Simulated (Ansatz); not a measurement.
MoW:
```
MoW
1.0
    0.00000     2.58997     2.58997
    2.58997     0.00000     2.58997
    2.58997     2.58997     0.00000
Mo W
1 1
Direct
  0.00000   0.00000   0.00000
  0.50000   0.50000   0.50000
```

This is the PBEsol-relaxed structure.

All from plane-wave PAW PBEsol (Ansatz code), unless another level is named. Give the density of states at the Fermi level.

1.2 states/eV per atom (mean over ±0.08 eV).

Next, the formation energy from the elements (no fitted shifts)?

1.36 eV/atom.

Space group Fm-3m (rock salt). The start of the workflow was typed in or built on a structure type; neither database checked (COD, Materials Project) lists it. Its standing as an ambient phase is unchecked. The PBEsol relaxation kept the symmetry of its start. At this level the phase is mechanically unstable. No spin polarisation was allowed. Its formation energy is positive at this level, so the cell may be metastable or incomplete. The references are the lowest solids computed at this level, not always the standard phases. Spin–orbit coupling is left out wherever it is not named.

Potentials: the earlier of the program's two PAW sets. The files were generated under PBE; for other functionals the program regenerates the frozen cores, and for LDA and PBEsol the local potential too.
